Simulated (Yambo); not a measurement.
Yambo run on BaTe (rock salt, space group Fm-3m, No. 225). The wavefunctions are norm-conserving PBE (stringent potentials; Quantum ESPRESSO, 107 Ry, without SOC) ones on a 4×4×4 mesh (17 occupied bands); a = 4.9065 Å, b = 4.9065 Å, c = 4.9065 Å, α = 60.00°, β = 60.00°, γ = 60.00°.

Yambo input:

```
rim_cut
HF_and_locXC
RandQpts= 1000000
RandGvec= 1 Ry
EXXRLvcs= 106.6 Ry
VXCRLvcs= 426.4 Ry
% QPkrange
 1 | 1 | 17 | 18 |
 3 | 3 | 17 | 18 |
 7 | 7 | 17 | 18 |
 8 | 8 | 17 | 18 |
%
```

k points by index: 1 = Γ, 3 = L, 7 = X, 8 = W.

Resulting energies as the program prints them:

```
#    K-point    Band    Eo [eV]    Ehf [eV]    Vxc [eV]    Vnlxc [eV]
#
    1    17    0.000000    -2.075319    -12.38554    -14.46086
    1    18    2.999687    7.135026    -8.624916    -4.489577
    3    17    -1.114762    -3.620172    -11.38798    -13.89339
    3    18    4.178032    8.066908    -7.683909    -3.795033
    7    17    -0.351410    -2.650365    -12.04459    -14.34354
    7    18    1.548218    5.042612    -7.757786    -4.263392
    8    17    -0.898576    -3.396296    -11.22901    -13.72673
    8    18    3.541834    7.752239    -9.053468    -4.843063
```
Exchange alone, without screening.

Geometry relaxed with PBEsol.
